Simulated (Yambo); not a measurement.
Yambo run on TiO$_{2}$ (space group C2/c, No. 15). The wavefunctions are PBEsol (Quantum ESPRESSO, PseudoDojo norm-conserving, 84 Ry, without SOC) ones on a 4×4×4 mesh (24 occupied bands); a = b = 3.827 Å, c = 5.472 Å, α = β = 109.89°, γ = 90.01°.

Yambo input:

```
rim_cut
HF_and_locXC
RandQpts= 1000000
RandGvec= 1 Ry
EXXRLvcs= 84 Ry
VXCRLvcs= 336 Ry
% QPkrange
 1 | 1 | 24 | 25 |
 2 | 2 | 24 | 25 |
 8 | 8 | 24 | 25 |
 10 | 10 | 24 | 25 |
 22 | 22 | 24 | 25 |
 24 | 24 | 24 | 25 |
 31 | 31 | 24 | 25 |
%
```

k points by index: 1 = Γ, 2 = (0, 0, 0.25), 8 = (0, -0.5, 0), 10 = (0, -0.5, -0.5), 22 = (-0.5, -0.5, 0), 24 = (-0.5, -0.5, -0.5), 31 = (0.5, 0, 0.5).

Resulting energies as the program prints them:

```
#    K-point    Band    Eo [eV]    Ehf [eV]    Vxc [eV]    Vnlxc [eV]
#
    1    24    -0.433697    -5.484590    -19.26865    -24.31954
    1    25    2.053546    9.438303    -19.21628    -11.83152
    2    24    -0.229862    -5.109232    -19.91435    -24.79372
    2    25    2.154836    9.654578    -19.35794    -11.85820
    8    24    -0.620499    -5.642708    -19.83758    -24.85979
    8    25    3.218460    11.53248    -20.39872    -12.08470
    10    24    -0.622116    -5.682938    -19.77807    -24.83889
    10    25    3.073634    11.29484    -20.22764    -12.00643
    22    24    0.000000    -4.900585    -19.76601    -24.66660
    22    25    3.242013    11.67048    -20.84783    -12.41937
    24    24    -0.021082    -4.928616    -19.76948    -24.67702
    24    25    3.265383    11.62124    -20.81054    -12.45468
    31    24    -0.622116    -5.682914    -19.77808    -24.83888
    31    25    3.073634    11.29481    -20.22764    -12.00647
```
Exchange alone, without screening.

Geometry of the Materials Project entry, not relaxed at this level.

This is not the ordinary phase of the substance; no match was found in the copy of COD used, and its stability was not checked.
